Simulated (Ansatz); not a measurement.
Task: Each is relaxed and computed with r²SCAN (plane waves, PAW; program Ansatz). Which is the only one with a gap?
A. La2InGe2, P4/mbm (La on 4h, In on 2a, Ge on 4g)
B. Ba2InOsO6, Fm-3m (Ba on 8c, In on 4b, Os on 4a, O on 24e)
C. Ti3InC, anti-perovskite
D. EuP2Os2, I4/mmm (Eu on 2a, P on 4e, Os on 4d)

Result: B, Ba2InOsO6, Fm-3m (Ba on 8c, In on 4b, Os on 4a, O on 24e). Ba2InOsO6: gap 1.17 eV (indirect); EuP2Os2: metal; La2InGe2: metal; Ti3InC: metal. Caveat: open 4f shells can settle in a state that is not the lowest. Spin orders computed, not proven ground states: Ba2InOsO6, Fm-3m (Ba on 8c, In on 4b, Os on 4a, O on 24e) antiferromagnetic; EuP2Os2, I4/mmm (Eu on 2a, P on 4e, Os on 4d) ferromagnetic. Standing as an ambient phase not checked: Ba2InOsO6, Fm-3m (Ba on 8c, In on 4b, Os on 4a, O on 24e); EuP2Os2, I4/mmm (Eu on 2a, P on 4e, Os on 4d); La2InGe2, P4/mbm (La on 4h, In on 2a, Ge on 4g); Ti3InC, anti-perovskite. All cells were relaxed under the symmetry of their starts (and spin orders); stability against distortions was not tested throughout. Cells of antiferromagnets are given as chemical subcells. Rows with no word on spin ran without spin polarisation. No Hubbard U is applied. Scalar-relativistic: spin–orbit coupling is off unless named, which matters more the heavier the elements.

Potentials: the later of the program's two PAW sets.
